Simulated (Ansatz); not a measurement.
In₂Bi: levels along high-symmetry lines

```
CELL_PARAMETERS angstrom
5.61230 0.00000 0.00000
-2.80615 4.86040 0.00000
0.00000 0.00000 3.30841
ATOMIC_POSITIONS crystal
In 0.66667 0.33333 0.50000
In 0.33333 0.66667 0.50000
Bi 0.00000 0.00000 0.00000
```

Atoms are numbered in the order listed.

The cell is the one relaxed in the Materials Project (mp-571172), not relaxed further here; entries there can be hypothetical.

Spin–orbit coupling is left out, though it moves levels of the heavy atoms by tenths of an eV or more.

Level of theory: DFT, PBEsol, all-electron LAPW, scalar-relativistic (Ansatz 0.2.0).

Settings: a Γ-centred 7×7×10 k mesh, Fermi–Dirac smearing of 0.05 eV, basis error target 1 meV/atom, no spin polarisation.

Points in fractions of the reciprocal vectors of this cell: Γ (0, 0, 0), M (0.5, 0, 0), K (0.333, 0.333, 0), A (0, 0, 0.5), L (0.5, 0, 0.5), H (0.333, 0.333, 0.5). The path joins them by straight lines in the order Γ–M–K–Γ–A–L–H–A–L; legs that retrace an earlier one aren't tabulated. Energies are in eV from the Fermi level.

Question: Metal or insulator at this level of theory?

Answer: No gap opens: metallic or semimetallic.

Question: Tabulate bands 38 to 43, counted from the lowest band of the run, along the path.

Answer: 
| k (1/Å) | point | band 38 | band 39 | band 40 | band 41 | band 42 | band 43 |
| --- | --- | --- | --- | --- | --- | --- | --- |
| 0.00 | Γ | -2.50 | -2.50 | -1.20 | -1.20 | 3.35 | 7.29 |
| 0.16 |  | -2.86 | -2.33 | -0.65 | -0.21 | 3.44 | 6.79 |
| 0.32 |  | -3.35 | -1.53 | 0.41 | 1.50 | 3.67 | 5.01 |
| 0.48 |  | -3.67 | -0.32 | 1.65 | 2.72 | 3.78 | 3.94 |
| 0.65 | M | -3.79 | 0.89 | 1.52 | 2.62 | 3.80 | 4.09 |
| 0.74 |  | -3.41 | 0.73 | 1.12 | 3.05 | 3.90 | 4.10 |
| 0.83 |  | -2.64 | 0.34 | 0.47 | 3.75 | 4.10 | 4.13 |
| 0.93 |  | -1.73 | -0.17 | -0.14 | 4.16 | 4.32 | 4.35 |
| 1.02 | K | -0.85 | -0.63 | -0.63 | 4.18 | 4.53 | 4.53 |
| 1.21 |  | -1.76 | -1.52 | 1.43 | 3.30 | 3.96 | 4.06 |
| 1.39 |  | -2.39 | -2.18 | 1.11 | 1.95 | 3.75 | 4.18 |
| 1.58 |  | -2.60 | -2.56 | -0.44 | 0.00 | 3.46 | 6.50 |
| 1.77 | Γ | -2.50 | -2.50 | -1.20 | -1.20 | 3.35 | 7.29 |
| 2.00 |  | -2.27 | -2.27 | -0.98 | -0.98 | 1.45 | 5.89 |
| 2.24 |  | -1.61 | -1.61 | -1.07 | -0.36 | -0.36 | 2.97 |
| 2.48 |  | -1.30 | -0.65 | -0.65 | 0.39 | 0.50 | 0.50 |
| 2.72 | A | -1.52 | -0.14 | 0.02 | 0.02 | 0.97 | 1.04 |
| 2.88 |  | -1.75 | -0.82 | -0.03 | 0.38 | 0.79 | 0.85 |
| 3.04 |  | -2.51 | -1.48 | -0.14 | 0.01 | 0.38 | 1.72 |
| 3.20 |  | -2.89 | -1.76 | -0.41 | -0.23 | 0.10 | 2.82 |
| 3.36 | L | -3.02 | -1.84 | -0.57 | -0.27 | -0.01 | 3.40 |
| 3.46 |  | -2.98 | -2.13 | -1.08 | 0.30 | 0.33 | 3.31 |
| 3.55 |  | -2.87 | -2.69 | -1.63 | 1.03 | 1.03 | 3.05 |
| 3.64 |  | -3.27 | -2.68 | -2.08 | 1.72 | 1.74 | 2.69 |
| 3.74 | H | -3.73 | -2.43 | -2.43 | 2.03 | 2.29 | 2.29 |
| 3.92 |  | -3.06 | -2.76 | -1.73 | 1.52 | 1.52 | 2.36 |
| 4.11 |  | -2.54 | -2.14 | -0.87 | 0.94 | 0.97 | 1.58 |
| 4.29 |  | -1.81 | -1.01 | -0.13 | 0.61 | 0.75 | 0.84 |
| 4.48 | A | -1.52 | -0.14 | 0.02 | 0.02 | 0.97 | 1.04 |
